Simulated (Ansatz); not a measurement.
GeMo:
```xyz
2
Lattice="3.1260 0.0000 0.0000 0.0000 3.1260 0.0000 0.0000 0.0000 3.1260" Properties=species:S:1:pos:R:3 pbc="T T T"
Mo     0.0000     0.0000     0.0000
Ge     1.5630     1.5630     1.5630
```

Relaxed with PBE. Special points in fractions of this cell's reciprocal vectors: Γ (0.000, 0.000, 0.000); X (0.000, 0.500, 0.000); M (0.500, 0.500, 0.000); R (0.500, 0.500, 0.500).

List the band energies nearest the Fermi level at these points for PBE (plane waves, PAW; program Ansatz).

In eV from the Fermi level; about four levels below and three above (degenerate sets whole), none deeper than 8.9 eV; points with the same levels are listed once.

| k | below | above |
|---|---|---|
| Γ | -3.01 -3.01 | 1.17 1.17 1.17 |
| X | -6.75 -2.31 -1.73 -1.73 | 1.35 2.88 7.26 |
| M | -3.25 -3.25 -2.53 -0.32 -0.32 | 2.66 3.27 5.34 |
| R | -5.47 -5.47 -5.47 -5.05 | 2.78 2.78 4.25 4.25 4.25 |

Space group Pm-3m (CsCl type). A made-up cell: these elements were put on the sites of a structure type; neither database checked (COD, Materials Project) lists it. Its standing as an ambient phase is unchecked. Symmetry was held in the PBE relaxation; its stability against distortions is not shown here. No spin polarisation was allowed. Scalar-relativistic: spin–orbit coupling is off unless named, which matters more the heavier the elements.

Potentials: the earlier of the program's two PAW sets.
